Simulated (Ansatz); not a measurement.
YHO$_{2}$:
```
YHO2
1.0
    4.27682     0.00000     0.00000
    0.00000     3.60861     0.00000
   -1.92159     0.00000     5.60222
Y H O
2 2 4
Direct
  0.33214   0.75000   0.68914
  0.66786   0.25000   0.31086
  0.01481   0.25000   0.92295
  0.98519   0.75000   0.07705
  0.23388   0.25000   0.44899
  0.76612   0.75000   0.55101
  0.24892   0.25000   0.93888
  0.75108   0.75000   0.06112
```

Plane-wave PAW PBEsol (Ansatz code) gives a gap of 4.11 eV without spin–orbit coupling, maximum at B, minimum at Γ.

**Question.** What happens when spin–orbit coupling is switched on?

**Answer.** The gap is nearly the same, to 4.11 eV; maximum at B, minimum at Γ.

**Question.** Give the electron effective mass with spin–orbit coupling.

**Answer.** 0.38, 0.50, 0.57 mₑ (principal values).

**Question.** Give the hole effective mass with spin–orbit coupling.

**Answer.** 0.89, 1.3, 8.4 mₑ (principal values).

Space group P2_1/m. The workflow started from a Materials Project entry (that database holds measured and hypothetical structures alike); the Crystallography Open Database copy checked does not list it. Whether it is the stable phase at ambient conditions was not checked. The cell was relaxed with PBEsol under the symmetry of its start; whether a distortion lowers the energy is not shown. No spin polarisation was allowed.

Potentials: the later of the program's two PAW sets.
